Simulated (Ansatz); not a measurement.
Input:

PbTe (rock salt)

```
PbTe
1.0
    0.00000     6.53422     6.53422
    3.26711     0.00000     3.26711
    3.26711     3.26711     0.00000
Te Pb
2 2
Cartesian
  0.00000   0.00000   0.00000
  0.00000   3.26711   3.26711
  3.26711   3.26711   3.26711
  3.26711   6.53422   6.53422
```

In this cell atom 3 (Pb, nearest neighbour Te at 3.267 Å; its periodic images, 4.6 Å or more away, move with it) is moved by s towards the nearest neighbour, unit vector (0.000, 1.000, 0.000); all other atoms and the cell stay fixed.

All values below come from r2SCAN (plane waves to 500 eV, PAW, scalar-relativistic; Ansatz, a first-principles code). k mesh 7×7×7 (Γ-centred), Fermi-Dirac smearing 0.05 eV. The energy includes the smearing's −TS. PbTe was relaxed with its symmetry unable to fall. Spin-orbit coupling is left out, though Pb and Te are heavy. ΔE is measured from the undisplaced structure.

The scan covers s from -0.980 to 0.980 Å in 11 points.

### Question
Is this a single well or a double well?

### Answer
A single well with its minimum at or next to zero displacement.

### Question
Is the energy the same for equal positive and negative displacements?

### Answer
Even: the same for both signs. With its periodic images moving along, the atom's site symmetry in this cell is -3m.

### Question
What force acts on the atom along the line at s = -0.980 Å?

### Answer
11.3 eV/Å.

### Question
What is the energy change at s = 0.980 Å?

### Answer
2958 meV/cell.

(A displaced cell: forces are minus the slopes of the energy, force constants its curvatures, and phonons follow from these.)
